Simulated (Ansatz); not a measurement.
## Zn₄SeS₃: relaxed-ion elastic tensor

Theory: DFT PBE, scalar-relativistic, plane waves, PAW (Ansatz). Settings: 420 eV plane-wave cutoff, Γ-centred 8×8×8 mesh, fixed occupations. No spin polarisation.

Relaxed structure:
```
Zn Se S
1.0
    -2.75797    2.75797    5.51284
     2.75797   -2.75797    5.51284
     2.75797    2.75797   -5.51284
Zn Se S
4 1 3
Direct
  0.37010 0.88640 0.00000
  0.11361 0.11361 0.48371
  0.88640 0.37010 0.00000
  0.62990 0.62990 0.51629
  0.50000 0.50000 0.00000
  0.75000 0.25000 0.50000
  0.25000 0.75000 0.50000
  0.00000 0.00000 0.00000
```

The structure comes from a generated guess, relaxed at this level; another structure or a mixture of phases may lie lower.

(1) Give the relaxed-ion elastic constants (GPa, Voigt order xx yy zz yz xz xy, on the Cartesian axes of the cell above).

(2) Is the crystal stable against homogeneous strain?

(3) And the moduli of a polycrystal (Hill averages)?

Answers

(1)
C11 = 92.2, C12 = 52.8, C13 = 52.8, C22 = 92.2, C23 = 52.8, C33 = 92.1, C44 = 43.5, C55 = 43.5, C66 = 43.4 GPa; the others vanish.

(2) Yes: the least eigenvalue of the tensor is 39.3 GPa.

(3) B = 66 GPa, G = 32 GPa, E = 82 GPa, ν = 0.29.
